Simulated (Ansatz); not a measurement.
This run works on a generated trial structure, not on a known crystal.

Input and command of a plane-wave DFT calculation in Ansatz:

```yaml
crystal:
  lattice:
    - [1.8316333038, -2.3072977448, 0.0]
    - [1.8316333038, 2.3072977448, 0.0]
    - [0.0, 0.0, 9.4754243931]
  atoms:
    - { symbol: Si, position: [0.5, 0.5, 0.6766099692] }
    - { symbol: Si, position: [0.0, 0.0, 0.5] }
    - { symbol: Si, position: [0.5, 0.5, 0.3233900308] }
    - { symbol: Br, position: [0.0, 0.0, 0.0] }
basis:
  ecutwfc: 420
kpoints:
  mp_grid: { grid: [16, 16, 6] }
hamiltonian:
  xc: pbe
scf:
  occupations: { method: gaussian, width: 0.1 }
output:
  forces: true
  stress: true
  eigenvalues: true
  write_density: true
  write_potential: true
  elf: true
  volumetric_format: npy
relax:
  adjacent_minimum: "off"
  f_tol: 0.01
  max_steps: 80
  cell: { stress_tol: 0.05 }
```

```bash
ansatz run input.yaml --threads 1 --pin off --max-ram 2560MiB --backend cpu --events-out ev --progress --plain --runs-dir out
```

Processor: Intel(R) Xeon(R) 6975P-C (Granite Rapids), 1 thread, on a host shared with other jobs.

Q: How long does it run, and how much memory does it take?

A: About 2.5 min, peak memory 0.62 GiB. It solves 14 bands at 292 k points (after reduction by symmetry) with about 1621 plane waves (on the last cell), in 84 SCF iterations over 13 ionic steps.
